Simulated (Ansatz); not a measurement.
Y: clamped-ion strain scan

Method: DFT r2SCAN, scalar-relativistic, plane waves, PAW (Ansatz). The runs took a 500 eV cutoff, a Γ-centred 16×16×16 mesh and Gaussian smearing (0.15 eV). No spin polarisation. Energies are free energies at this smearing, counted from the undisturbed cell; pressure is positive in compression.

Zero of the scan (as given, not relaxed at this level; it stands at 3.3 GPa; this fcc form isn't the usual structure):

```
Y
1.0
     0.00000    2.48500    2.48500
     2.48500    0.00000    2.48500
     2.48500    2.48500    0.00000
Y
1
Direct
  0.00000 0.00000 0.00000
```

The cell is strained by ε times the Voigt pattern (0, 0, 1, 0, 0, 0) (xx, yy, zz, yz, xz, xy; engineering shear) with fractional coordinates fixed. The cell is metallic on the mesh throughout.

| ε | ΔE (meV/atom) | stress summed along the pattern (GPa, tension positive) | pressure (GPa) |
| --- | --- | --- | --- |
| -0.1500 | 248.1 | -15.24 | 13.2 |
| -0.1125 | 152.8 | -11.43 | 10.1 |
| -0.0750 | 82.2 | -8.33 | 7.5 |
| -0.0375 | 32.1 | -5.67 | 5.2 |
| 0.0000 | 0.0 | -3.33 | 3.3 |
| 0.0375 | -16.2 | -1.22 | 1.7 |
| 0.0750 | -17.9 | 0.72 | 0.2 |
| 0.1125 | -6.2 | 2.54 | -1.1 |
| 0.1312 | 4.5 | 3.42 | -1.6 |
| 0.1500 | 18.4 | 4.29 | -2.2 |